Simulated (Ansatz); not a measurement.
GaSb (rock salt, Fm-3m) at seven volumes, plane-wave PAW PBE (Ansatz code), scaled uniformly. One row is withheld.

```tsv
V (Å³/atom)	P (GPa)
22.172	6.50
22.903	3.92
23.634	1.80
24.365	0.00
25.095	-1.51
25.826	-2.78
26.557	?
```

Fit the shown pressures and predict the withheld one.

P = (3/2)B₀(x^(7/2) − x^(5/2))[1 + (3/4)(B′ − 4)(x − 1)] with x = (V₀/V)^(2/3). Least squares on the six rows gives V₀ = 24.363 Å³/atom, B₀ = 54.8 GPa, B′ = 4.84. At V = 26.557, x = 0.9441 and P = -3.84 GPa. The run itself gave -3.84 GPa.

The start of the workflow was typed in or built on a structure type; neither database checked (COD, Materials Project) lists it. It is not the phase usual at ambient conditions (space group No. 216). The PBE relaxation kept the symmetry of its start; its stability against distortions is not shown here. The volume moved by 17 % from the start of the relaxation. Spin–orbit coupling is left out wherever it is not named.

Potentials: the earlier of the program's two PAW sets.
